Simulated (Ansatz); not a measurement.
The relaxed structure here is a generated cell of AlRu: the first start was made by placing the elements on the sites of a structure type, and the end was not matched to a known phase here, so it may be hypothetical.

The end point of a relaxation of AlRu. Level of theory: PBEsol (plane waves to 420 eV, PAW, scalar-relativistic; Ansatz, a program for electronic structure).

```xyz
2
Lattice="-1.4464 2.0549 2.4507 1.4464 -2.0549 2.4507 1.4464 2.0549 -2.4507" Properties=species:S:1:pos:R:3 pbc="T T T"
Ru     1.4464     0.0000     0.0000
Al     0.0000     2.0549     0.0000
```

Problem. Find the space group and the Wyckoff positions (tolerance 0.01 Å).

Solution. Space group Immm (No. 71); a = 2.8928 Å, b = 4.1097 Å, c = 4.9013 Å, α = β = γ = 90.00°

| atom | site | symmetry | x | y | z |
|---|---|---|---|---|---|
| Ru | 2b | mmm | 0.5000 | 0.0000 | 0.0000 |
| Al | 2d | mmm | 0.0000 | 0.5000 | 0.0000 |

Problem. Give the shortest distances between elements (the closest pairs, up to four, under 3.6 Å).

Solution. Al–Ru 2.45 Å; Ru–Ru 2.89 Å; Al–Al 2.89 Å.

```json
{
  "volume_per_atom": "14.57 Å³",
  "band_gap": "no gap (metallic)"
}
```

No spin polarisation in the result.

The run could not lose the symmetry of its start, so the end can be a saddle point.
